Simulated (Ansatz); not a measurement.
Input file for Ansatz (a first-principles code):

Ansatz 0.2 input:
```yaml
crystal:
  lattice:
    - [3.0587268697, 0.0, 0.0]
    - [-1.5293634349, 2.6489351724, 0.0]
    - [0.0, 0.0, 4.8564065747]
  atoms:
    - { symbol: Zr, position: [0.0, 0.0, 0.0] }
    - { symbol: Ti, position: [0.3333333333, 0.6666666667, 0.5] }
kpoints:
  mp_grid: { grid: [11, 11, 6] }
  band_path:
    path:
      - [[0.0, 0.0, 0.0], [0.5, 0.0, 0.0], [0.3333333333, 0.3333333333, 0.0], [0.0, 0.0, 0.0], [0.0, 0.0, 0.5], [0.5, 0.0, 0.5], [0.3333333333, 0.3333333333, 0.5], [0.0, 0.0, 0.5]]  # Γ-M-K-Γ-A-L-H-A
      - [[0.5, 0.0, 0.5], [0.5, 0.0, 0.0]]  # L-M
      - [[0.3333333333, 0.3333333333, 0.5], [0.3333333333, 0.3333333333, 0.0]]  # H-K
    npoints: 8
basis: { xc_grid: 2 }
hamiltonian:
  xc: pbesol
  pseudopotentials: { kind: paw }
magnetization: { noncollinear: true, spin_orbit: true }
scf:
  n_extra_bands: 12
  convergence: { dr2_threshold: 0.0000000001 }
  occupations: { method: gaussian, width: 0.05 }
output: { eigenvalues: true }
```

Output (shortened):

```
Pseudopotential: Zr, paw_fr, valence charge 12
Pseudopotential: Ti, paw_fr, valence charge 12
Functional definition: PBEsol
non-collinear run that drives no moment, with spin-orbit …
Crystal: 2 atoms, lattice volume = 39.348 Å³
Basis set: ecut = 420 eV, 761 PW (Γ), exchange–correlation on 48×48×72 points (8 copies of the dense FFT grid, shifted against one another)
Bands: 36, of which v1, the nominal top of the filled ones, is band 24 counted from 1 (23 counted from 0)
Symmetry: 12 space group operations + 12 with time reversal
k-points: 64 of 726 (time reversal used)
Projection manifold: j_resolved (fully-relativistic pseudo-atomic orbitals)
SCF iter   1: F=—  HF=-6604.202579 eV  |F-HF|=—  |Δ(HF+E_count)|=         —  Δρ=9.03e-2  dr2=7.36e0  dr2_m=0.00e0 (ungated)  ethr=3.10e-3  |M|=0.00e0 ∫|m|=0.00e0 μB  |m|>n=0.0e0 m-floor=0.0e0 τ_xc=0.0e0  β_m=0.30  ⟨swp⟩=5.9  Hψ=10651  notcnv=0  defer=7
preconditioner: auto → none
SCF iter   2: F=—  HF=-6603.381507 eV  |F-HF|=—  |Δ(HF+E_count)|=   8.21e-1  Δρ=2.77e-2  dr2=4.13e-1  dr2_m=0.00e0 (ungated)  ethr=3.10e-3  |M|=0.00e0 ∫|m|=0.00e0 μB  |m|>n=0.0e0 m-floor=0.0e0 τ_xc=0.0e0  β_m=0.33  ⟨swp⟩=2.4  Hψ=4546  notcnv=0  defer=356
SCF iter   3: F=—  HF=-6603.295823 eV  |F-HF|=—  |Δ(HF+E_count)|=   8.57e-2  Δρ=1.25e-2  dr2=7.61e-2  dr2_m=0.00e0 (ungated)  ethr=1.72e-3  |M|=0.00e0 ∫|m|=0.00e0 μB  |m|>n=0.0e0 m-floor=0.0e0 τ_xc=0.0e0  β_m=0.44  ⟨swp⟩=2.2  Hψ=2774  notcnv=0  defer=356
SCF iter   4: F=—  HF=-6603.291051 eV  |F-HF|=—  |Δ(HF+E_count)|=   4.77e-3  Δρ=9.72e-3  dr2=9.26e-2  dr2_m=0.00e0 (ungated)  ethr=3.17e-4  |M|=0.00e0 ∫|m|=0.00e0 μB  |m|>n=0.0e0 m-floor=0.0e0 τ_xc=0.0e0  β_m=0.40  ⟨swp⟩=2.6  Hψ=3048  notcnv=0  defer=346
SCF iter   5: F=—  HF=-6603.285680 eV  |F-HF|=—  |Δ(HF+E_count)|=   5.37e-3  Δρ=1.74e-3  dr2=9.37e-4  dr2_m=0.00e0 (ungated)  ethr=3.17e-4  |M|=0.00e0 ∫|m|=0.00e0 μB  |m|>n=0.0e0 m-floor=0.0e0 τ_xc=0.0e0  β_m=0.55  ⟨swp⟩=2.1  Hψ=2650  notcnv=0  defer=346
SCF iter   6: F=—  HF=-6603.286265 eV  |F-HF|=—  |Δ(HF+E_count)|=   5.86e-4  Δρ=2.09e-3  dr2=3.59e-3  dr2_m=0.00e0 (ungated)  ethr=3.90e-6  |M|=0.00e0 ∫|m|=0.00e0 μB  |m|>n=0.0e0 m-floor=0.0e0 τ_xc=0.0e0  β_m=0.55  ⟨swp⟩=2.5  Hψ=3404  notcnv=0  defer=346
SCF iter   7: F=—  HF=-6603.286001 eV  |F-HF|=—  |Δ(HF+E_count)|=   2.64e-4  Δρ=3.99e-4  dr2=1.38e-4  dr2_m=0.00e0 (ungated)  ethr=3.90e-6  |M|=0.00e0 ∫|m|=0.00e0 μB  |m|>n=0.0e0 m-floor=0.0e0 τ_xc=0.0e0  β_m=0.65  ⟨swp⟩=1.9  Hψ=2345  notcnv=0  defer=346
SCF iter   8: F=—  HF=-6603.285993 eV  |F-HF|=—  |Δ(HF+E_count)|=   8.31e-6  Δρ=7.48e-5  dr2=4.25e-6  dr2_m=0.00e0 (ungated)  ethr=5.75e-7  |M|=0.00e0 ∫|m|=0.00e0 μB  |m|>n=0.0e0 m-floor=0.0e0 τ_xc=0.0e0  β_m=0.71  ⟨swp⟩=1.5  Hψ=2027  notcnv=0  defer=346
SCF iter  11: F=-6603.285991 eV  HF=-6603.285991 eV  |F-HF|=1.27e-11  |Δ(HF+E_count)|=  2.36e-11  Δρ=1.38e-7  dr2=1.42e-11  dr2_m=0.00e0 (ungated)  ethr=1.00e-12  |M|=0.00e0 ∫|m|=0.00e0 μB  |m|>n=0.0e0 m-floor=0.0e0 τ_xc=0.0e0  ⟨swp⟩=7.0  Hψ=7752  notcnv=0
SCF 1 converged in 11 iterations: F = -6603.285991 eV  dr2 = 1.42e-11
NSCF: frozen V_eff on 75 k-points
SCF converged after 11 iterations
Magnetization: |M| = 0.0000 μB,  M = (+0.0000, +0.0000, +0.0000) μB
Absolute magnetization: 0.0000 μB (∫|m|)
  site 0: m = (+0.0000, +0.0000, +0.0000) μB, |m| = 0.0000 μB  (R = 1.24 Å)
  site 1: m = (+0.0000, +0.0000, +0.0000) μB, |m| = 0.0000 μB  (R = 1.24 Å)
Free energy (F): -6603.285991 eV
Harris-Foulkes:  -6603.285991 eV  (|F-HF|=1.27e-11)
Internal energy: -6603.283759 eV  (E = F + TS)
E sigma→0 (E₀):  -6603.284875 eV
Entropy (-TS):   -0.002232 eV (-1.116 meV/atom)
Fermi energy:    14.089844 eV
--- Per-component energies (eV) ---
  E_band       = -241.718223
  E_kinetic    = 606.311419
  E_local      = -1430.223317  (includes V_loc(G=0)·N_el)
  E_nonlocal   = 92.142926
  E_hartree    = 527.307990
  E_xc         = -257.326585
  E_vxc        = -312.081444  (∫ρ·V_xc dr)
  E_paw        = -3923.680061  (= ΣΔE_a)
  E_vpaw       = -252.483862  (= ΣTr[D̂ρ^β])
  E_aug_tail   = 0.000145  (compensation charges beyond the density's cutoff)
  E_ewald      = -2218.122637
  E_core_change = 0.306360  (= ΣΔE_core)
  E_smearing   = -0.002232  (= −TS)
  E_closure    =  0.000000  (closes the sum)
  Σ components = -6603.285991   (vs F -6603.285991, Δ=0.00e0)
  [band-id]    e_kinetic+e_local+e_nonlocal+2·e_hartree+e_vxc+e_vpaw+e_augmentation_tail = -241.718154   (vs E_band -241.718223, Δ=6.93e-5)
--- Band table (eV; the first three rows and the last of 64) ---
  k-point 0: bands = ["-42.5502", "-42.5502", "-34.2457", "-34.2457", "-19.2800", "-19.2800", "-18.6554", "-18.6554", "-18.4860", "-18.4860", "-13.2330", "-13.2330", "-11.5610", "-11.5610", "-11.1642", "-11.1642", "8.1880", "8.1880", "11.1453", "11.1453", …
  k-point 1: bands = ["-42.5501", "-42.5501", "-34.2462", "-34.2462", "-19.2767", "-19.2767", "-18.6525", "-18.6525", "-18.4859", "-18.4859", "-13.2397", "-13.2397", "-11.5682", "-11.5682", "-11.1645", "-11.1645", "8.4308", "8.4308", "11.1020", "11.1020", …
  k-point 2: bands = ["-42.5499", "-42.5499", "-34.2472", "-34.2472", "-19.2702", "-19.2702", "-18.6465", "-18.6465", "-18.4857", "-18.4857", "-13.2535", "-13.2535", "-11.5824", "-11.5824", "-11.1649", "-11.1649", "9.1024", "9.1024", "10.7992", "10.7992", …
  k-point 63: bands = ["-42.5000", "-42.5000", "-34.0612", "-34.0612", "-19.3720", "-19.3668", "-18.7360", "-18.7346", "-18.6977", "-18.6944", "-13.6188", "-13.6096", "-12.0063", "-11.9967", "-11.7341", "-11.7337", "12.1017", "12.1118", "12.7221", "12.7620", …
```

Cost: roughly 40 core-seconds on shared cores.

Space group P-6m2. The workflow started from a Materials Project entry (that database holds measured and hypothetical structures alike); the Crystallography Open Database copy checked does not list it. With Zr and Ti taken as one species the cell has the higher symmetry P6_3/mmc, so it may be an ordered model of a mixed-site phase. Its standing as an ambient phase is unchecked. The PBEsol relaxation kept the symmetry of its start; its stability against distortions is not shown here. No spin polarisation was allowed.

Potentials: the later of the program's two PAW sets.

Ansatz is a plane-wave DFT program.
